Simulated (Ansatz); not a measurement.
Total density of states per atom from PBE in the plane-wave PAW code Ansatz, in 0.25 eV bins, energy from the Fermi level:

(E (eV), states/eV/atom): (-7.85, 0.00); (-7.60, 0.05); (-7.35, 0.15); (-7.10, 0.23); (-6.85, 0.31); (-6.60, 0.44); (-6.35, 0.69); (-6.10, 0.95); (-5.85, 0.49); (-5.60, 0.38); (-5.35, 0.86); (-5.10, 1.33); (-4.85, 1.35); (-4.60, 0.75); (-4.35, 1.33); (-4.10, 1.03); (-3.85, 0.93); (-3.60, 1.10); (-3.35, 1.55); (-3.10, 1.28); (-2.85, 1.00); (-2.60, 2.17); (-2.35, 2.14); (-2.10, 1.84); (-1.85, 1.28); (-1.60, 0.66); (-1.35, 0.42); (-1.10, 0.58); (-0.85, 0.79); (-0.60, 0.72); (-0.35, 0.66); (-0.10, 0.57); (0.15, 0.54); (0.40, 0.47); (0.65, 0.45); (0.90, 0.44); (1.15, 0.45); (1.40, 0.62); (1.65, 0.55); (1.90, 0.33); (2.15, 0.51); (2.40, 0.47); (2.65, 0.51); (2.90, 0.53); (3.15, 0.55); (3.40, 0.42); (3.65, 0.34); (3.90, 0.37); (4.15, 0.33); (4.40, 0.10); (4.65, 0.11)

Pick the material that matches.
(A) ZrSi2, Cmcm (Zr on 4c, Si on 4c, Si on 4c)
(B) TePt, Cmcm (Te on 4c, Pt on 4c)
(C) Si2Ni, Cmcm (Si on 4c, Si on 4c, Ni on 4c)
(D) NbP, Cmcm (P on 4c, Nb on 4c)

B, TePt, Cmcm (Te on 4c, Pt on 4c). Within 0.5 eV of the Fermi level: Te 5p 46 %, Pt 5d 40 %, outside the projected shells 5 %. Projections are on Löwdin-orthogonalised atomic valence shells; empty p or d shells of many metals are not among them.

The start of the workflow was typed in or built on a structure type; neither database checked (COD, Materials Project) lists it. COD files the formula under space group No. 166, 194. Whether it is the stable phase at ambient conditions was not checked. The PBE relaxation kept the symmetry of its start; whether a distortion lowers the energy is not shown. The run is not spin-polarised. Spin–orbit coupling is left out wherever it is not named.

Potentials: the later of the program's two PAW sets.
